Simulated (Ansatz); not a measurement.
Frames from the relaxation of a relaxed Na2S cell with every coordinate shifted by Gaussian noise of σ = 0.45 Å, as extended XYZ (Å, eV, eV/Å, GPa with compression positive). These are r2SCAN (plane waves to 500 eV, PAW, scalar-relativistic; Ansatz, a first-principles code) values and carry that method's errors. Γ-centred k-mesh 6×6×6 on the run's cell (coarser than for final values), Fermi–Dirac smearing 0.05 eV.

```xyz
3
Lattice="0.0219 3.1979 3.2229 3.3205 -0.0280 3.2728 3.2952 3.2226 -0.0028" Properties=species:S:1:pos:R:3:forces:R:3 pbc="T T T" step=3 free_energy=-3886.323 pressure=2.6 accepted=T
Na     0.9889     1.6209     1.3106    0.1487    1.0197    0.0171
Na     4.5313     5.4240     4.7603   -0.7644   -1.2263   -0.9054
S     -0.4806     0.4086    -0.5427    0.6155    0.2066    0.8884
3
Lattice="0.0386 3.1919 3.2270 3.3101 -0.0123 3.2779 3.2682 3.2009 0.0295" Properties=species:S:1:pos:R:3:forces:R:3 pbc="T T T" step=4 free_energy=-3886.734 pressure=1.0 accepted=T
Na     1.0724     1.7886     1.3264    0.1651    0.4486   -0.0780
Na     4.4538     5.3253     4.6420   -0.1925   -0.6643   -0.2927
S     -0.4993     0.3158    -0.3984    0.0273    0.2157    0.3707
3
Lattice="-0.0118 3.2467 3.2606 3.2391 0.0011 3.2477 3.2413 3.2361 -0.0012" Properties=species:S:1:pos:R:3:forces:R:3 pbc="T T T" step=5 free_energy=-3886.864 pressure=0.3 accepted=T
Na     1.0963     1.9788     1.3152   -0.0183   -0.0168   -0.0040
Na     4.3393     5.2196     4.5675   -0.0355   -0.0275   -0.0115
S     -0.5328     0.3439    -0.3167    0.0536    0.0438    0.0155
```

The path has 6 moves and ends in Fm-3m (No. 225) (anti-fluorite type), about 1.0 eV/atom below its start. Free energies are of the whole cell and compare only within this code, potentials and settings.  No spin polarisation in the result.
